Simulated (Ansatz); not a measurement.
Cu Kα1 powder pattern (kinematic, no thermal factors).
2θ (°) (relative intensity): 18.57 (42), 23.18 (100), 25.01 (8), 29.87 (23), 36.67 (4), 37.66 (17), 40.73 (41), 41.86 (1), 44.69 (33), 45.11 (25), 47.39 (14), 48.39 (1), 51.32 (6), 55.95 (1), 56.67 (30), 57.91 (2), 62.05 (12), 63.22 (3), 64.22 (11), 67.50 (5), 71.48 (1), 73.20 (6), 74.14 (7), 76.91 (13), 77.22 (5), 77.98 (2), 80.40 (2), 85.07 (5), 86.27 (9), 88.22 (4)

The pattern is computed from a structure relaxed with Ansatz 0.2.0, DFT PBE, scalar-relativistic, plane waves, PAW. No spin polarisation. Its elements are Mo, S, Te.

Question: Give the structure.

Answer: TeMoS₄.
Space group P6/mmm (No. 191). a = 4.427 Å, b = 4.427 Å, c = 9.547 Å, α = 90.00°, β = 90.00°, γ = 120.00°
```json
{"atom": "Te", "site": "1b", "symmetry": "6/mmm", "x": "0.0000", "y": "0.0000", "z": "0.5000"}
{"atom": "Mo", "site": "1a", "symmetry": "6/mmm", "x": "0.0000", "y": "0.0000", "z": "0.0000"}
{"atom": "S", "site": "2e", "symmetry": "6mm", "x": "0.0000", "y": "0.0000", "z": "0.2425"}
{"atom": "S", "site": "2c", "symmetry": "-6m2", "x": "0.3333", "y": "0.6667", "z": "0.0000"}
```

A pattern alone doesn't exclude other cells with like lines; this is the one computed.

The structure comes from a generated guess; another structure or a mixture of phases may lie lower.
